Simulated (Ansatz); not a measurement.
HfN (rock salt)

```xyz
4
Lattice="0.0000 4.5480 4.5480 2.2740 0.0000 2.2740 2.2740 2.2740 0.0000" Properties=species:S:1:pos:R:3 pbc="T T T"
N      0.0000     0.0000     0.0000
N      0.0000     2.2740     2.2740
Hf     2.2740     2.2740     2.2740
Hf     2.2740     4.5480     4.5480
```

Scan: atom 3 (Hf, nearest neighbour N at 2.274 Å; its periodic images, 3.2 Å or more away, move with it) is displaced towards the nearest neighbour, direction (-1.000, 0.000, 0.000) in Cartesian axes, by s. The other atoms stay.

The numbers are results of PBE (plane waves to 420 eV, PAW, scalar-relativistic; Ansatz, an electronic-structure program), not measurements. k mesh 7×14×14 (Γ-centred), Fermi-Dirac smearing 0.05 eV. Energies are smeared free energies. With partly filled bands, energies and forces of such displacements shift with the k mesh and the smearing. HfN is run without spin polarisation. HfN was relaxed with its symmetry unable to fall. Spin-orbit coupling is left out, though Hf is heavy. The PAW data are Ansatz's earlier set. The zero of ΔE is the undisplaced structure. The last digit holds for this mesh only.

| s (Å) | ΔE (meV/cell) |
|---|---|
| -0.230 | 308.3 |
| -0.184 | 189.3 |
| -0.138 | 103.3 |
| -0.092 | 45.0 |
| -0.046 | 11.0 |
| 0.000 | 0.0 |
| 0.046 | 11.0 |
| 0.092 | 45.0 |
| 0.138 | 103.3 |
| 0.184 | 189.3 |
| 0.230 | 308.3 |

### Question
What force constant k = d²E/ds² at s = 0 does the table give?

### Answer
10 eV/Å². It is the second difference of the nearest points, corrected with the next pair.

### Question
With k = 10.44 eV/Å² from the forces, is the well harmonic out to s = 0.230 Å?

### Answer
½ks² = 276 meV/cell against the computed 308 meV/cell, so the well is stiffer than harmonic there.

(A displaced cell: forces are minus the slopes of the energy, force constants its curvatures, and phonons follow from these.)
